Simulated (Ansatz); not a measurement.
CdS:
```yaml
crystal:
  lattice:
    - [4.07387, 0.00000, 0.00000]
    - [-2.03693, 3.52807, 0.00000]
    - [0.00000, 0.00000, 6.63852]
  atoms:
    - { symbol: Cd, position: [0.66667, 0.33333, 0.50047] }
    - { symbol: Cd, position: [0.33333, 0.66667, 0.00047] }
    - { symbol: S, position: [0.66667, 0.33333, 0.87653] }
    - { symbol: S, position: [0.33333, 0.66667, 0.37653] }
```

This is the LDA-relaxed structure.

Q: All from LDA (plane waves, PAW; program Ansatz), unless another level is named. Estimate the vibrational entropy at 300 K.

A: 35.9 J/(K·mol of atoms).

Q: Predict the bulk modulus (Birch–Murnaghan fit).

A: 67.7 GPa.

Q: And the highest zone-centre frequency (without LO–TO term)?

A: 307 cm⁻¹.

Q: What about the zero-point energy?

A: 33.4 meV/atom.

Space group P6_3mc (wurtzite). Symmetry was held in the LDA relaxation.

Potentials: the earlier of the program's two PAW sets. The files were generated under PBE; for other functionals the program regenerates the frozen cores, and for LDA and PBEsol the local potential too.
